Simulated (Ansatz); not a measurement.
InP (NiAs type, P6_3/mmc) at seven volumes, PBE (plane waves, PAW; program Ansatz), shape and atoms relaxed at each. One row is withheld.

```csv
V (Å³/atom),P (GPa)
19.659,8.43
20.307,5.11
20.955,2.32
21.603,0.00
22.251,?
22.899,-3.58
23.547,-4.95
```

**Question.** Fit the shown pressures and predict the withheld one.

**Answer.** P = (3/2)B₀(x^(7/2) − x^(5/2))[1 + (3/4)(B′ − 4)(x − 1)] with x = (V₀/V)^(2/3). Least squares on the six rows gives V₀ = 21.603 Å³/atom, B₀ = 70.9 GPa, B′ = 4.91. At V = 22.251, x = 0.9805 and P = -1.95 GPa. The run itself gave -1.94 GPa.

The start of the workflow was typed in or built on a structure type; neither database checked (COD, Materials Project) lists it. It is not the phase usual at ambient conditions (space group No. 216). The cell was relaxed with PBE under the symmetry of its start; whether a distortion lowers the energy is not shown.

Potentials: the later of the program's two PAW sets.
